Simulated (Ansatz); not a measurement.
## What DFT gives for KVAs

```yaml
crystal:
  lattice:
    - [4.44503, 0.00000, 0.00000]
    - [0.00000, 4.44503, 0.00000]
    - [0.00000, 0.00000, 7.79824]
  atoms:
    - { symbol: K, position: [0.00000, 0.50000, 0.65600] }
    - { symbol: K, position: [0.50000, 0.00000, 0.34400] }
    - { symbol: As, position: [0.00000, 0.50000, 0.19600] }
    - { symbol: As, position: [0.50000, 0.00000, 0.80400] }
    - { symbol: V, position: [0.00000, 0.00000, 0.00000] }
    - { symbol: V, position: [0.50000, 0.50000, 0.00000] }
```

Level: PBEsol, with U = 7.51 eV and J = 0.59 eV on V d (all-electron-ortho-atomic projectors), spin-orbit coupling; 420 eV; 5×5×3 Γ-centred mesh; methfessel-paxton occupations (width 0.0817 eV); Ansatz 0.2.0, fixed geometry.

Magnetic state (reached from a saved solution, and it need not be the lowest): V5 along (0.04, -0.02, 1.00), V6 along (0.04, 0.02, -1.00).

- Electronic structure: The gap is 0.80 eV, direct at the points sampled.
- Moments: V5 2.74, V6 2.74 μB of spin moment in Bader basins; net size 0.25 μB a cell.
- Charges: Bader charges in e: K +0.71, V +1.02, As -1.73. In the mean V gives up most and As takes most.
- Band edges: Within 0.7 eV of the edges, the states project mainly on As p (72 %) and V d (20 %) below the gap and on V d (52 %) and K s (23 %) above it.

Origin: a known structure type with other elements, at an estimated volume, so it need not be a known compound. Caveats: the state breaks the symmetry of the cell; the SCF threshold is loose for a stress.
